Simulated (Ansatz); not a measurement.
## How stiff is this cell of BiTe?

Cell: a structure deposited in the COD, whose atoms a relaxation with PBE at fixed cell left in place.

```
Bi Te
1.0
     0.00000    3.23500    3.23500
     3.23500    0.00000    3.23500
     3.23500    3.23500    0.00000
Bi Te
1 1
Cartesian
  0.0000 0.0000 0.0000
  3.2350 3.2350 3.2350
```

Sites (sets of like atoms) are named by element and the number of their first atom in this list.

All values are calculated (Ansatz; DFT, PBE, plane waves and PAW, scalar-relativistic, 420 eV cutoff, Γ-centred 13×13×13 k-points, Fermi–Dirac smearing 0.05 eV), not measured.

The cell is stretched along z (the third Cartesian axis of the run's cell), x and y held, and the ions relax again each time. Tension counts as positive.

| strain along z (%) | stress along z (GPa) | stress along x (GPa) |
| --- | --- | --- |
| -3 | -4.6 | -1.5 |
| -2 | -3.1 | -1.3 |
| -1 | -1.8 | -1.0 |
| 0 | -0.8 | -0.8 |
| +1 | 0.2 | -0.5 |
| +2 | 1.1 | -0.3 |
| +3 | ? | ? |

Problem. Estimate the row at +3 % from the others.

Solution. stress along z (GPa): 1.9; stress along x (GPa): -0.1. Worked: parabolas through the other 6 rows give 1.7 and 0.0 GPa at +3 %. Their slopes at zero strain are 104 GPa (C₁₁) and 24 GPa (C₁₂).

All values belong to this cell and structure model.
